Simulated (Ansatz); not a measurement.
Sr3BiN:
```
Sr3BiN
1.0
    5.22353     0.00000     0.00000
    0.00000     5.22353     0.00000
    0.00000     0.00000     5.22353
Sr Bi N
3 1 1
Cartesian
  2.61176   2.61176   0.00000
  0.00000   2.61176   2.61176
  2.61176   0.00000   2.61176
  0.00000   0.00000   0.00000
  2.61176   2.61176   2.61176
```

Relaxed with r²SCAN. Special points in fractions of this cell's reciprocal vectors: Γ (0.000, 0.000, 0.000); X (0.000, 0.500, 0.000); M (0.500, 0.500, 0.000); R (0.500, 0.500, 0.500).

List the band energies nearest the valence-band maximum at these points for the program Ansatz at the r²SCAN level (PAW).

In eV from the valence-band maximum; about four levels below and three above (degenerate sets whole), none deeper than 8.9 eV; points with the same levels are listed once.

```
k                                below           above
-  -----------------------------------  --------------
Γ     -1.00 -1.00 -1.00 0.00 0.00 0.00  0.60 0.60 1.01
X              -1.31 -1.31 -0.60 -0.60  1.79 2.15 2.33
M              -1.57 -1.49 -1.49 -0.87  2.56 3.29 3.29
R  -2.31 -2.31 -2.31 -1.68 -1.68 -1.68  2.28 2.28 2.28
```

Space group Pm-3m (anti-perovskite). The workflow started from a Materials Project entry (that database holds measured and hypothetical structures alike); the Crystallography Open Database copy checked does not list it. Whether it is the stable phase at ambient conditions was not checked. The r²SCAN relaxation kept the symmetry of its start; whether a distortion lowers the energy is not shown. Scalar-relativistic: spin–orbit coupling is off unless named, which matters more the heavier the elements.

Potentials: the later of the program's two PAW sets.
